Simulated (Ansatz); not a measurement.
VGe:
```yaml
crystal:
  lattice:
    - [-1.66439, 1.66439, 5.65299]
    - [1.66439, -1.66439, 5.65299]
    - [1.66439, 1.66439, -5.65299]
  atoms:
    - { symbol: V, position: [0.99928, 0.99928, 0.00000] }
    - { symbol: V, position: [0.74928, 0.24928, 0.50000] }
    - { symbol: Ge, position: [0.41672, 0.41672, 0.00000] }
    - { symbol: Ge, position: [0.16672, 0.66672, 0.50000] }
```
The run is spin-polarised; directions of the spins, atom by atom: ↑ ↑ 0 0.

Relaxed with PBE. Special points in fractions of this cell's reciprocal vectors: Γ (0.000, 0.000, 0.000); X (0.000, 0.000, 0.500); P (0.250, 0.250, 0.250); N (0.000, 0.500, 0.000); M (0.500, 0.500, -0.500); S (0.272, 0.728, -0.272); S0 (-0.272, 0.272, 0.272); R (-0.043, 0.043, 0.500); G (0.500, 0.500, -0.043).

**Question.** List the band energies nearest the Fermi level at these points for PBE in the plane-wave PAW code Ansatz.

**Answer.** In eV from the Fermi level; about four levels below and three above (degenerate sets whole), none deeper than 8.9 eV; points with the same levels are listed once.

```tsv
k	below	above
Γ ↑	-0.46 -0.46 -0.09 -0.09	0.79 1.03 2.00
X ↑	-1.15 -1.15 -0.29 -0.29	1.68 1.68 1.80 1.80
P ↑	-1.15 -1.15 -0.27 -0.27	1.68 1.68 1.76 1.76
N ↑	-1.16 -0.74 -0.55 -0.43	0.41 1.00 1.02
M ↑	-1.19 -1.19 -0.91 -0.91	0.91 0.91 1.17 1.17
S ↑	-1.15 -0.83 -0.50 -0.49	0.29 1.02 1.09
R ↑	-1.13 -1.13 -0.31 -0.31	1.59 1.59 1.89 1.89
Γ ↓	-0.78 -0.38 -0.32 -0.32	0.23 0.23 1.06
X ↓	-2.85 -2.85 -1.01 -1.01	0.07 0.07 1.90 1.90
P ↓	-2.85 -2.85 -1.01 -1.01	0.08 0.08 1.90 1.90
N ↓	-0.99 -0.51 -0.33 -0.18	0.68 1.21 1.34
M ↓	-1.00 -1.00 -0.70 -0.70	1.18 1.18 1.45 1.45
S ↓	-0.97 -0.57 -0.30 -0.26	0.58 1.25 1.43
R ↓	-2.77 -2.77 -0.99 -0.99	0.05 0.05 1.84 1.84
```

Space group I4_1md. A made-up cell: these elements were put on the sites of a structure type; neither database checked (COD, Materials Project) lists it. Its standing as an ambient phase is unchecked. The PBE relaxation kept the symmetry of its start; whether a distortion lowers the energy is not shown. The final state is ferromagnetic, the only order run, not a proven ground state. Scalar-relativistic: spin–orbit coupling is off unless named, which matters more the heavier the elements.

Potentials: the later of the program's two PAW sets.
